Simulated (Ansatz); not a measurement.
Input file for Ansatz (a program for electronic structure):

Ansatz 0.2 input:
```yaml
crystal:
  lattice:
    - [3.9729019827, 0.0, 0.0]
    - [0.0, 3.9729019827, 0.0]
    - [0.0, 0.0, 4.1120580943]
  atoms:
    - { symbol: Ba, position: [0.5, 0.5, 0.5849946591] }
    - { symbol: Ti, position: [0.0, 0.0, 0.1030484151] }
    - { symbol: O, position: [0.0, 0.5, 0.0629397061] }
    - { symbol: O, position: [0.5, 0.0, 0.0629397061] }
    - { symbol: O, position: [0.0, 0.0, 0.5460675136] }
kpoints:
  mp_grid: { grid: [7, 7, 7] }
hamiltonian:
  xc: r2scan
  pseudopotentials: { azcp: { folder: ./paw }, kind: paw }
scf:
  occupations: { method: fixed }
elastic: { mode: relaxed_ion, stencil: two_point, amplitude: 0.005, f_tol: 0.0005 }
output: { polarization: {} }
```

Output (shortened):

```
Pseudopotential: Ba, paw, valence charge 10
Pseudopotential: Ti, paw, valence charge 12
Pseudopotential: O, paw, valence charge 6
Functional definition: r2SCAN
Crystal: 5 atoms, lattice volume = 64.905 Å³
Basis set: ecut = 500 eV, 1655 PW (Γ), exchange–correlation on 120×120×128 points (64 copies of the dense FFT grid, shifted against one another)
Bands: 25, of which v1, the nominal top of the filled ones, is band 20 counted from 1 (19 counted from 0)
Symmetry: 8 space group operations
Space group: P4mm (ITA 99), of the structure as read, at distance tolerance 4.0e-5 Å
k-points: 40 of 343 (time reversal used)
SCF 1 converged in 14 iterations: F = -10183.964193 eV  dr2 = 3.69e-14
relax step   1: F+E_penalty+E_count = -10183.96419251 eV  Δ(F+E_penalty+E_count) = +0.000e0 eV  max|allowed force component| = 1.151e-3 eV/Å  Δτ_max = 0.0000 Å  (14 SCF iters, accepted)
Crystal: 5 atoms, lattice volume = 64.905 Å³
SCF 2 converged in 10 iterations: F = -10183.964192 eV  dr2 = 1.25e-14
relax step   2: F+E_penalty+E_count = -10183.96419245 eV  Δ(F+E_penalty+E_count) = +5.151e-8 eV  max|allowed force component| = 1.527e-3 eV/Å  Δτ_max = 0.0002 Å  (10 SCF iters, rejected (line search))
Crystal: 5 atoms, lattice volume = 64.905 Å³
SCF 3 converged in 8 iterations: F = -10183.964193 eV  dr2 = 2.25e-14
relax step   3: F+E_penalty+E_count = -10183.96419254 eV  Δ(F+E_penalty+E_count) = -3.257e-8 eV  max|allowed force component| = 7.087e-4 eV/Å  Δτ_max = 0.0000 Å  (8 SCF iters, accepted)
Crystal: 5 atoms, lattice volume = 64.905 Å³
SCF 4 converged in 8 iterations: F = -10183.964193 eV  dr2 = 2.98e-14
relax step   4: F+E_penalty+E_count = -10183.96419255 eV  Δ(F+E_penalty+E_count) = -7.332e-9 eV  max|allowed force component| = 5.952e-4 eV/Å  Δτ_max = 0.0001 Å  (8 SCF iters, accepted)
Crystal: 5 atoms, lattice volume = 64.905 Å³
SCF 5 converged in 7 iterations: F = -10183.964193 eV  dr2 = 6.28e-14
relax step   5: F+E_penalty+E_count = -10183.96419256 eV  Δ(F+E_penalty+E_count) = -1.378e-8 eV  max|allowed force component| = 2.943e-6 eV/Å  Δτ_max = 0.0000 Å  (7 SCF iters, accepted)
Crystal: 5 atoms, lattice volume = 64.905 Å³
SCF 6 converged in 7 iterations: F = -10183.964193 eV  dr2 = 5.84e-14
Crystal: 5 atoms, lattice volume = 64.905 Å³
SCF 7 converged in 2 iterations: F = -10183.964193 eV  dr2 = 1.58e-14
Crystal: 5 atoms, lattice volume = 64.580 Å³
Basis set: ecut = 500 eV, 1647 PW (Γ), exchange–correlation on 120×120×128 points (64 copies of the dense FFT grid, shifted against one another)
Symmetry: 4 space group operations
k-points: 64 of 343 (time reversal used)
SCF 8 converged in 13 iterations: F = -10183.962637 eV  dr2 = 5.64e-14
relax step   1: F+E_penalty+E_count = -10183.96263707 eV  Δ(F+E_penalty+E_count) = +0.000e0 eV  max|allowed force component| = 2.207e-2 eV/Å  Δτ_max = 0.0000 Å  (13 SCF iters, accepted)
Crystal: 5 atoms, lattice volume = 64.580 Å³
SCF 9 converged in 11 iterations: F = -10183.962673 eV  dr2 = 1.88e-14
relax step   2: F+E_penalty+E_count = -10183.96267261 eV  Δ(F+E_penalty+E_count) = -3.555e-5 eV  max|allowed force component| = 1.881e-2 eV/Å  Δτ_max = 0.0023 Å  (11 SCF iters, accepted)
Crystal: 5 atoms, lattice volume = 64.580 Å³
SCF 10 converged in 11 iterations: F = -10183.962685 eV  dr2 = 7.17e-15
[...]
SCF 51 converged in 2 iterations: F = -10183.966563 eV  dr2 = 1.07e-14
Crystal: 5 atoms, lattice volume = 64.904 Å³
SCF 52 converged in 11 iterations: F = -10183.963534 eV  dr2 = 1.81e-14
relax step   1: F+E_penalty+E_count = -10183.96353351 eV  Δ(F+E_penalty+E_count) = +0.000e0 eV  max|allowed force component| = 8.361e-5 eV/Å  Δτ_max = 0.0000 Å  (11 SCF iters, accepted)
Crystal: 5 atoms, lattice volume = 64.904 Å³
SCF 53 converged in 2 iterations: F = -10183.963534 eV  dr2 = 4.03e-15
Crystal: 5 atoms, lattice volume = 64.904 Å³
SCF 54 converged in 11 iterations: F = -10183.963534 eV  dr2 = 2.05e-14
relax step   1: F+E_penalty+E_count = -10183.96353351 eV  Δ(F+E_penalty+E_count) = +0.000e0 eV  max|allowed force component| = 8.360e-5 eV/Å  Δτ_max = 0.0000 Å  (11 SCF iters, accepted)
Crystal: 5 atoms, lattice volume = 64.904 Å³
SCF 55 converged in 2 iterations: F = -10183.963534 eV  dr2 = 4.67e-15
WARN: C44 and the rest of its column (C14 to C64, from strain 23), every constant that the crystal's symmetry builds from them, which can be the whole tensor …
SCF converged after 2 iterations
Stability not checked: this state was not tested for a lower state beside it, because too few of the mixer's solves of this state at the end of the SCF gave a …
Free energy (F): -10183.964193 eV
Harris-Foulkes:  -10183.964193 eV  (|F-HF|=1.82e-12)
Internal energy: -10183.964193 eV  (E = F + TS)
E sigma→0 (E₀):  -10183.964193 eV
Fermi energy:    9.851581 eV
--- Per-component energies (eV) ---
  E_band       = -181.213891
  E_kinetic    = 950.885917
  E_local      = -2209.983522  (includes V_loc(G=0)·N_el)
  E_nonlocal   = 303.105626
  E_hartree    = 850.740072
  E_xc         = -513.630582
  E_vxc        = -613.006099  (∫ρ·V_xc dr)
  E_paw        = -6766.122130  (= ΣΔE_a)
  E_vpaw       = -350.751198  (= ΣTr[D̂ρ^β])
  E_aug_tail   = 0.000776  (compensation charges beyond the density's cutoff)
  E_vtau       = 37.054465  (kinetic-family band-sum trace: ∫τ·v_τ [+ j·A + Jᵃ·Aᵃ] dr)
  E_ewald      = -2798.681490
  E_core_change = -0.278861  (= ΣΔE_core)
  E_smearing   =  0.000000  (= −TS)
  E_closure    = 0.000000  (closes the sum)
  Σ components = -10183.964193   (vs F -10183.964193, Δ=0.00e0)
--- Forces (eV/Å), atoms counted from 1 ---
  atom   1  Ba     0.00000000     0.00000000    -0.00004521
  atom   2  Ti     0.00000000     0.00000000    -0.00004505
  atom   3  O      0.00000000     0.00000000    -0.00005040
  atom   4  O      0.00000000     0.00000000    -0.00005040
  atom   5  O      0.00000000     0.00000000    -0.00004630
  max |Σ_I F_I| component: 2.37e-4 eV/Å
--- Stress (GPa, compression-positive) ---
       -0.006562       0.000000       0.000000
        0.000000      -0.006562       0.000000
        0.000000       0.000000       0.000568
  P = ⅓ Tr σ = -0.0042 GPa (-0.042 kbar)
--- Band table (eV; the first three rows and the last of 40) ---
  k-point 0: bands = ["-48.8246", "-24.0872", "-23.9675", "-23.9675", "-15.5836", "-7.9962", "-7.4397", "-7.3128", "-0.3860", "-0.3301", "-0.3301", "7.4209", "7.5190", "7.5190", "8.3394", "8.3394", "8.6233", "9.2674", "9.4875", "9.4875", "12.1874", "12.6682", …
  k-point 1: bands = ["-48.8245", "-24.0949", "-23.9672", "-23.9672", "-15.5641", "-8.0036", "-7.4353", "-7.3084", "-0.3059", "-0.3059", "-0.2998", "7.0966", "7.4606", "7.4606", "8.2010", "8.2010", "8.4862", "8.9502", "9.4410", "9.4410", "12.2067", "12.9056", …
  k-point 2: bands = ["-48.8243", "-24.1121", "-23.9666", "-23.9666", "-15.5197", "-8.0761", "-7.3609", "-7.2986", "-0.2502", "-0.2502", "-0.1066", "6.4063", "7.2929", "7.2929", "7.9748", "7.9748", "8.2070", "8.3854", "9.3320", "9.3320", "12.2509", "13.4132", …
  k-point 39: bands = ["-48.8226", "-24.1196", "-24.0199", "-24.0199", "-15.3233", "-7.3662", "-7.1308", "-7.0855", "-1.0248", "-0.9732", "-0.8166", "5.4891", "6.0652", "6.1112", "7.2002", "7.3661", "7.4031", "9.4866", "9.5304", "9.8463", "14.3743", …
--- Elastic constants: 4 strain directions × 2 members + reference (group order 8) ---
  dense FFT box of the reference and of every strained cell: 30×30×32
  strains applied: 11, 33, 23, 12; error gains …
  reference relaxed by the batch: 5 steps …
  largest displacement 6.8e-5 Å; the constants are those of the deck's cell at these positions:
  atoms:
    - { symbol: Ba, position: [0.49999999999999994, 0.49999999999999994, 0.5849809333203491] }
    - { symbol: Ti, position: [0.0, 0.0, 0.10304238408156897] }
    - { symbol: O, position: [0.0, 0.49999999999999994, 0.06294134922697853] }
    - { symbol: O, position: [0.49999999999999994, 0.0, 0.06294134922697853] }
    - { symbol: O, position: [0.0, 0.0, 0.5460839841441247] }
  C = ∂σ_k/∂η_j (tension-positive GPa; Voigt order 11 22 33 23 13 12):
       295.979    116.095     87.819      0.000      0.000      0.000
       116.095    295.979     87.819      0.000      0.000      0.000
        87.875     87.875    122.615      0.000      0.000      0.000
         0.000      0.000      0.000     25.337      0.000      0.000
         0.000      0.000      0.000      0.000     25.337      0.000
         0.000      0.000      0.000      0.000      0.000    129.905
  reference stress σ⁰ (GPa):      0.007      0.007     -0.001      0.000      0.000      0.000
  moduli (Voigt/Reuss/Hill, GPa): K = 144.24/114.71/129.48   G = 64.30/40.85/52.57   E = 138.92   ν = 0.321
  mechanically stable: yes (min eigenvalue of sym C = 25.34 GPa)
  e, the proper piezoelectric tensor (elastic.mode: relaxed_ion; C/m²; rows x y z; Voigt order 11 22 33 23 13 12):
       0.00000    0.00000    0.00000    0.00000   33.99309    0.00000
       0.00000    0.00000    0.00000   33.99309    0.00000    0.00000
       0.59909    0.59909    3.67076    0.00000    0.00000    0.00000
  ±, each entry's uncertainty from the finite density of the strings (C/m²), an estimate: the size of the correction for it that the entry includes:
       0.00000    0.00000    0.00000    0.00000    0.26140    0.00000
       0.00000    0.00000    0.00000    0.26140    0.00000    0.00000
       0.00399    0.00399    0.01035    0.00000    0.00000    0.00000
  harmonic check of the ions' relaxations: strain 23: 1 of 1 pair far from harmonic (see the warning)
  the stresses are not corrected for the forces that the relaxations left standing (`elastic.f_tol`)
  strain η (Voigt 11):  stress-route row diagonal C_11 = 295.98 GPa, energy-path curvature d²(F+E_count+ΔE)/dδ²/Ω₀ = 295.97 GPa
         δ    σ_11 (GPa)             F (eV)   n_scf  n_hpsi   n_pw
    -5.000e-3      -1.5090      -10183.9626884       2   13202   1652   relax 5 steps, max|allowed force component| 4.10e-5 eV/Å
     5.000e-3       1.4508      -10183.9626929       2   13255   1675   relax 5 steps, max|allowed force component| 6.95e-5 eV/Å
  strain η (Voigt 33):  stress-route row diagonal C_33 = 122.61 GPa, energy-path curvature d²(F+E_count+ΔE)/dδ²/Ω₀ = 122.67 GPa
         δ    σ_33 (GPa)             F (eV)   n_scf  n_hpsi   n_pw
    -5.000e-3      -0.6374      -10183.9635666       2    8204   1659   relax 5 steps, max|allowed force component| 2.84e-4 eV/Å
     5.000e-3       0.5888      -10183.9635760       2    8255   1670   relax 5 steps, max|allowed force component| 4.44e-5 eV/Å
  strain η (Voigt 23):  stress-route row diagonal C_44 = 25.34 GPa, energy-path curvature d²(F+E_count+ΔE)/dδ²/Ω₀ = -467.60 GPa
         δ    σ_23 (GPa)             F (eV)   n_scf  n_hpsi   n_pw
    -5.000e-3      -0.1267      -10183.9665634       2   20679   1664   relax 9 steps, max|allowed force component| 2.72e-4 eV/Å
     5.000e-3       0.1267      -10183.9665634       2   20637   1664   relax 9 steps, max|allowed force component| 2.72e-4 eV/Å
  strain η (Voigt 12):  stress-route row diagonal C_66 = 129.91 GPa, energy-path curvature d²(F+E_count+ΔE)/dδ²/Ω₀ = 129.91 GPa
         δ    σ_12 (GPa)             F (eV)   n_scf  n_hpsi   n_pw
    -5.000e-3      -0.6495      -10183.9635335       2   13197   1666   relax 1 steps, max|allowed force component| 8.36e-5 eV/Å
     5.000e-3       0.6495      -10183.9635335       2   13208   1666   relax 1 steps, max|allowed force component| 8.36e-5 eV/Å
--- Formal polarisation (Berry phase): one branch of a lattice of values; only differences between neighbouring runs are physical ---
  axis  mesh            electronic          ionic      p = total  spread (rad)  least overlap  resolved gap  δp at fixed H ≤   (phases in cycles; p mod 2 …
  b1    7×7×7           0.00000000     8.00000000     8.00000000      0.000000         0.9431        2.6999           3.9e-6
  b2    7×7×7           0.00000000     8.00000000     8.00000000      0.000000         0.9431        2.6999           3.9e-6
  b3    7×7×7          -0.72439960    11.11811804    10.39371843      0.458756         0.9562        2.6999           4.0e-6
  quantum along a1:   0.12242297 e/Å² =   196.143218 µC/cm²
  quantum along a2:   0.12242297 e/Å² =   196.143218 µC/cm²
  quantum along a3:   0.12671099 e/Å² =   203.013392 µC/cm²
  P = (  0.48969187,   0.48969187,   0.65849919) e/Å² = (  784.572874,   784.572874,  1055.032019) µC/cm²  (mod the quanta)
```

Cost: around 20 core-minutes (rough) on shared cores.

The r²SCAN relaxation kept the symmetry of its start. At this level the phase is dynamically unstable (imaginary phonons). No spin polarisation was allowed. Spin–orbit coupling is left out wherever it is not named.

Potentials: the earlier of the program's two PAW sets.

Ansatz is a plane-wave DFT program.
